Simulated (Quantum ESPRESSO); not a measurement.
Band energies of TlCl

```xyz
2
Lattice="3.8375 0.0000 0.0000 0.0000 3.8375 0.0000 0.0000 0.0000 3.8375" Properties=species:S:1:pos:R:3 pbc="T T T"
Cl     1.9187     1.9187     1.9187
Tl     0.0000     0.0000     0.0000
```

PBEsol (Quantum ESPRESSO, PseudoDojo norm-conserving, 62 Ry, with spin-orbit coupling); path ΓXMΓRX,MR; energies in eV from the valence-band maximum.

| k (1/Å) | point | band 20 | band 21 | band 22 | band 23 | band 24 | band 25 | band 26 | band 27 |
|---|---|---|---|---|---|---|---|---|---|
| 0.00 | Γ | -1.48 | 6.19 | 6.19 | 7.65 | 7.65 | 7.65 | 8.32 | 8.32 |
| 0.47 |  | -0.89 | 3.60 | 3.60 | 6.35 | 6.35 | 7.46 | 7.46 | 8.12 |
| 0.82 | X | 0.00 | 1.78 | 1.78 | 5.84 | 5.84 | 6.94 | 6.94 | 8.60 |
| 1.05 |  | -0.35 | 2.37 | 2.37 | 5.62 | 5.62 | 6.89 | 6.89 | 8.89 |
| 1.64 | M | -1.06 | 4.15 | 4.15 | 5.14 | 5.14 | 8.23 | 8.23 | 8.39 |
| 2.06 |  | -0.86 | 3.53 | 3.53 | 5.14 | 5.14 | 7.38 | 7.38 | 9.29 |
| 2.58 |  | -1.23 | 5.61 | 5.61 | 6.93 | 6.93 | 7.64 | 7.64 | 8.22 |
| 2.80 | Γ | -1.48 | 6.19 | 6.19 | 7.65 | 7.65 | 7.65 | 8.32 | 8.32 |
| 3.10 |  | -0.90 | 5.25 | 5.25 | 6.71 | 6.71 | 6.80 | 6.80 | 8.95 |
| 3.50 |  | -0.63 | 3.87 | 3.87 | 5.11 | 5.11 | 5.47 | 5.47 | 10.42 |
| 4.01 |  | -1.94 | 1.89 | 1.89 | 3.02 | 3.02 | 3.42 | 3.42 | 11.92 |
| 4.21 | R | -2.02 | 1.50 | 1.50 | 2.77 | 2.77 | 2.77 | 2.77 | 12.63 |
| 4.50 |  | -1.87 | 2.19 | 2.19 | 3.28 | 3.28 | 3.99 | 3.99 | 11.32 |
| 4.89 |  | -1.02 | 3.16 | 3.16 | 4.45 | 4.45 | 6.77 | 6.77 | 9.88 |
| 5.37 | X | 0.00 | 1.78 | 1.78 | 5.84 | 5.84 | 6.94 | 6.94 | 8.60 |
| 5.37 | M | -1.06 | 4.15 | 4.15 | 5.14 | 5.14 | 8.23 | 8.23 | 8.39 |
| 5.73 |  | -1.50 | 3.09 | 3.09 | 4.10 | 4.10 | 5.29 | 5.29 | 9.66 |
| 6.19 | R | -2.02 | 1.50 | 1.50 | 2.77 | 2.77 | 2.77 | 2.77 | 12.63 |

The PBEsol gap is indirect, 1.50 eV, from X to R; the smallest direct gap is 1.78 eV.

Geometry of the Materials Project entry, not relaxed at this level.
